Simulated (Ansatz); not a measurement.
Each is relaxed and computed with plane-wave PAW r²SCAN (Ansatz code). Which is the only one with a gap?
A) TiP, P6_3/mmc (Ti on 4f, P on 2a, P on 2d)
B) Ti2AlGe3, Amm2 (Pearson symbol oS12)
C) LuTiGe, P4/nmm (Lu on 2c, Ti on 2a, Ge on 2c)
D) BaTiO3, Amm2 (Ba on 2a, Ti on 2b, O on 4e, O on 2a)

D, BaTiO3, Amm2 (Ba on 2a, Ti on 2b, O on 4e, O on 2a). BaTiO3: gap 2.66 eV (indirect); Ti2AlGe3: metal; TiP: metal; LuTiGe: metal. Spin orders computed, not proven ground states: LuTiGe, P4/nmm (Lu on 2c, Ti on 2a, Ge on 2c) ferrimagnetic. Not the usual ambient phase: BaTiO3, Amm2 (Ba on 2a, Ti on 2b, O on 4e, O on 2a). Standing as an ambient phase not checked: Ti2AlGe3, Amm2 (Pearson symbol oS12); TiP, P6_3/mmc (Ti on 4f, P on 2a, P on 2d); LuTiGe, P4/nmm (Lu on 2c, Ti on 2a, Ge on 2c). Perhaps ordered models of mixed-site phases: Ti2AlGe3, Amm2 (Pearson symbol oS12). All cells were relaxed under the symmetry of their starts (and spin orders); stability against distortions was not tested throughout. Rows with no word on spin ran without spin polarisation. Scalar-relativistic: spin–orbit coupling is off unless named, which matters more the heavier the elements.

Potentials: the later of the program's two PAW sets.
